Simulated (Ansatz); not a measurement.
# Cs4Fe2O5: Field gradients at the nuclei

The cell is a computed structure from the Materials Project (it need not be an observed phase), atoms as given.

```yaml
crystal:
  lattice:
    - [3.72357, -9.08540, 0.00000]
    - [3.72357, 9.08540, 0.00000]
    - [-2.22020, 0.00000, 7.38531]
  atoms:
    - { symbol: Cs, position: [0.53600, 0.46400, 0.75000] }
    - { symbol: Cs, position: [0.46400, 0.53600, 0.25000] }
    - { symbol: Cs, position: [0.98162, 0.01838, 0.75000] }
    - { symbol: Cs, position: [0.01838, 0.98162, 0.25000] }
    - { symbol: Cs, position: [0.47559, 0.83430, 0.61563] }
    - { symbol: Cs, position: [0.16570, 0.52441, 0.88437] }
    - { symbol: Cs, position: [0.52441, 0.16570, 0.38437] }
    - { symbol: Cs, position: [0.83430, 0.47559, 0.11563] }
    - { symbol: Fe, position: [0.30730, 0.99293, 0.90253] }
    - { symbol: Fe, position: [0.00707, 0.69270, 0.59747] }
    - { symbol: Fe, position: [0.69270, 0.00707, 0.09747] }
    - { symbol: Fe, position: [0.99293, 0.30730, 0.40253] }
    - { symbol: O, position: [0.27058, 0.96990, 0.64396] }
    - { symbol: O, position: [0.03010, 0.72942, 0.85604] }
    - { symbol: O, position: [0.72942, 0.03010, 0.35604] }
    - { symbol: O, position: [0.96990, 0.27058, 0.14396] }
    - { symbol: O, position: [0.50000, 0.00000, 0.00000] }
    - { symbol: O, position: [0.00000, 0.50000, 0.50000] }
    - { symbol: O, position: [0.64063, 0.80208, 0.96661] }
    - { symbol: O, position: [0.19792, 0.35937, 0.53339] }
    - { symbol: O, position: [0.35937, 0.19792, 0.03339] }
    - { symbol: O, position: [0.80208, 0.64063, 0.46661] }
```

Atoms are numbered from 1 in the order listed; like atoms form one site, named after its first atom.

The numbers come from a DFT calculation in Ansatz (PBE+U (U = 4.0 eV on Fe d), plane waves and PAW, scalar-relativistic, collinear spin, 420 eV cutoff, Γ-centred 3×3×3 k-points, Fermi–Dirac smearing 0.02 eV). Start moments as typed (μB): 0 0 0 0 0 0 0 0 -5 5 5 -5 0 0 0 0 0 0 0 0 0 0 by atom. The program fits them to the shells of the files, so those used differ somewhat.

Conventions: |V_zz| ≥ |V_yy| ≥ |V_xx|, η = (V_xx − V_yy)/V_zz, C_Q = eQV_zz/h.

133Cs: I = 7/2, Q = -3.430 mb; ¹⁷O: I = 5/2, Q = -25.58 mb. Nuclear quadrupole moments: year-2017 set (Pyykkö).

(1) What field gradients does the calculation give at each kind of site?

## Answers

(1) 

```tsv
site	atoms (order as listed)	first shell	V_zz (10²¹ V/m²)	η	C_Q (MHz)
Cs1	1, 2	6 O at 2.90–3.41 Å; also 2 Cs at 3.77 Å	2.77	0.05	-0.230
Cs3	3, 4	8 O at 3.12–3.77 Å; also 2 Fe at 3.47 Å, 6 Cs at 3.83–3.91 Å	-3.23	0.73	0.268
Cs5	5, 6, 7, 8	6 O at 3.00–3.23 Å; also 1 Cs at 3.52 Å	-5.19	0.47	0.430
Fe	9, 10, 11, 12	4 O at 1.82–1.95 Å	-7.11	0.99	–
O13	13, 14, 15, 16	2 Fe at 1.94–1.95 Å, angle 90°; also 2 Cs at 3.00–3.12 Å	-3.03	0.80	1.87
O17	17, 18	2 Fe at 1.91 Å, angle 180°; also 4 Cs at 3.12–3.16 Å	5.07	0.23	-3.14
O19	19, 20, 21, 22	1 Fe at 1.82 Å; also 6 Cs at 2.90–3.23 Å	1.96	0.27	-1.22
```

At Cs5 V_zz points along its shortest bond, to O (within 11°). At O17 V_zz points along the line of its two bonds (within 1°). At O19 V_zz points along its bond to Fe (within 3°).

Fe has no stable isotope with a ground-state quadrupole moment in the table, so no C_Q is given.

The largest force is 0.4 eV/Å, so the atoms aren't at the calculated equilibrium and relaxing them would move these values. Without spin–orbit coupling (the program notes it for Cs) the gradients are little affected as a rule: paired runs on crystals with a gap mostly move them by under 2 % at such atoms. With these PAW files V_zz is typically within 2 to 3 % of all-electron values, but misses above 10 % occur on Fe. The magnetic order is the one that the run reached from its start moments, not necessarily the measured one. Where η is near 1 the sign of V_zz means little.

Hardware: 2 threads of Intel Xeon Processor @ 2.50GHz (Skylake/Cascade Lake) (x86_64; 62 cores open to the job, memory cap 5.0 GiB, no GPU), a shared host with a load of 0.9 a core. Wall time 5.6 min, CPU time 10 min, peak memory 2 GiB.
